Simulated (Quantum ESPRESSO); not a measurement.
# AlCu5InW in 6 site orders

These are calculations, not measurements. They come from Quantum ESPRESSO 7.5, a public plane-wave density functional program. Each row is one single-point run on a made-up periodic cell of eight metal atoms, with elements, volume, strain and displacements drawn at random and not relaxed, so a cell may be unstable or far from any real phase. There is no spin polarisation or spin-orbit coupling.

Settings: PBE unless stated; PseudoDojo standard norm-conserving files; Fermi-Dirac width 0.25 eV, which means electrons at about 2900 K; cutoff 1252 eV; 8 x 4 x 4 k mesh shifted half a step off Gamma. E is the free energy of the whole cell (internal energy minus TS), so a -TS column is already part of it. Stress is positive in tension, and the pressure P is minus a third of its trace.

Checks: one run of this series was repeated at a higher cutoff and on a denser mesh, which moved values by no more than 0.002 eV, 0.13 GPa and 0.012 eV/Å, and a second program with other atomic files agreed on it to 2 % rms in force and 0.5 GPa in pressure. Known limits: the copper pseudopotential is less sure than most, with forces differing by about three percent and pressure by about two GPa from a second method on plain copper; heavy elements are run without spin-orbit coupling, which real alloys of them have; a spin test at this wide smearing found no moment, but such smearing suppresses magnetism that the real alloy may have.

The lattice is hexagonal close-packed, and the cell vectors in Å are (-2.750, 0.000, 0.041); (0.064, 4.787, -4.279); (0.065, -4.712, -4.198), a volume of 110.67 Å³. The runs move one W atom among sites that otherwise hold Cu, on the same eight displaced sites. E is counted from run 1, and the rms force is over all 24 components. Nothing is relaxed, so E mixes bonding between neighbours with strain on unrelaxed sites, and it is not an ordering energy.

```
run,elements on sites 1 to 8,E (eV),-TS (eV),rms force (eV/Å),largest force (eV/Å),P (GPa)
1,W Cu Cu Cu Cu In Cu Al,0.000,-0.733,0.526,1.51,5.41
2,Cu W Cu Cu Cu In Cu Al,0.243,-0.731,1.050,3.63,6.79
3,Cu Cu W Cu Cu In Cu Al,0.031,-0.709,0.685,1.89,?
4,Cu Cu Cu W Cu In Cu Al,0.120,-0.729,0.700,1.76,6.47
5,Cu Cu Cu Cu W In Cu Al,0.099,-0.812,0.657,1.56,5.79
6,Cu Cu Cu Cu Cu In W Al,0.064,-0.813,0.776,2.32,5.42
```

## Worked fit

A straight line through the runs shown gives P = 5.31 + 6.34 E GPa with E in eV, an error of 1.71 on the slope and a scatter of 0.31 GPa. At this fixed volume the orders of higher energy tend to have the higher pressure.

## Withheld value

Question: what pressure should run 3 give?

The fit gives 5.51 ± 0.36 GPa. The calculation gave 5.81 GPa.
